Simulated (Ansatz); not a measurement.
## Rocksalt alloy of MgO and CdO (12 of 32 Mg sites exchanged), 64 atoms

Ansatz, PAW, plane waves. PBEsol relaxation of volume and atoms (shape held) at the single k point (¼, ¼, ¼) without its symmetry partners; single points on the relaxed atoms at the Γ point alone, onto which points of the small cell's zone fold. Arrangement: random. No spin–orbit coupling unless named.

Relaxed structure:

```
O Cd Mg
1.0
     8.85473    0.00000    0.00000
     0.00000    8.85473    0.00000
     0.00000    0.00000    8.85473
O Cd Mg
32 12 20
Direct
  0.24873 0.00308 0.01726
  0.23779 0.00197 0.48601
  0.24976 0.49971 0.01379
  0.24821 0.49773 0.48030
  0.75193 0.00427 0.99123
  0.76492 0.01370 0.50937
  0.75116 0.49888 0.01099
  0.75140 0.48501 0.47999
  0.00132 0.26459 0.98560
  0.00342 0.23952 0.51454
  0.00203 0.73807 0.99612
  0.01271 0.76112 0.50799
  0.49950 0.26386 0.99525
  0.49872 0.25102 0.50706
  0.49773 0.73512 0.98779
  0.48407 0.74956 0.51835
  0.01041 0.98647 0.26353
  0.98889 0.99879 0.73995
  0.00103 0.51109 0.23565
  0.99925 0.50428 0.76198
  0.48726 0.01328 0.25113
  0.51513 0.00096 0.75136
  0.49879 0.48983 0.23482
  0.50228 0.50008 0.76402
  0.26037 0.25221 0.24978
  0.25339 0.24905 0.75054
  0.24019 0.74859 0.24855
  0.24857 0.75256 0.75581
  0.73759 0.25959 0.24563
  0.74890 0.24042 0.75087
  0.76151 0.73832 0.23698
  0.75170 0.76315 0.76247
  0.00081 0.00010 0.99968
  0.00075 0.50056 0.49785
  0.49984 0.00065 0.99996
  0.49951 0.00170 0.50161
  0.49916 0.49913 0.49723
  0.75348 0.75191 0.50155
  0.24958 0.00074 0.74904
  0.25065 0.50065 0.75040
  0.75165 0.00121 0.25034
  0.75070 0.49993 0.75148
  0.00049 0.25105 0.24976
  0.49798 0.74752 0.24724
  0.00256 0.00040 0.50272
  0.00096 0.50129 0.00060
  0.49948 0.49870 0.00095
  0.25235 0.25626 0.00219
  0.25023 0.24797 0.49673
  0.24765 0.74350 0.00257
  0.24545 0.75370 0.49605
  0.74778 0.25582 0.99689
  0.74992 0.24805 0.50310
  0.75371 0.74308 0.99780
  0.24726 0.00119 0.25207
  0.24939 0.49932 0.24549
  0.75302 0.00249 0.75079
  0.75065 0.49726 0.24263
  0.99796 0.24719 0.75035
  0.00376 0.74771 0.24506
  0.00084 0.75367 0.75339
  0.49812 0.25470 0.24490
  0.50279 0.25056 0.75299
  0.50030 0.75066 0.75567
```

**Question.** What are the mean bond lengths by pair (pairs within 1.2 times the sum of covalent radii, less contacts 15 % beyond the pair's median; cation–cation pairs of compounds aside; long ionic contacts are cut short by that bound)?

**Answer.** Cd–O 2.294 ± 0.060 Å (standard deviation, 72 bonds); Mg–O 2.170 ± 0.066 Å (standard deviation, 120 bonds).

**Question.** What gap lies between the top filled and the lowest empty level in the single points?

**Answer.** HSE06 2.62 eV (21 s on NVIDIA GB300).
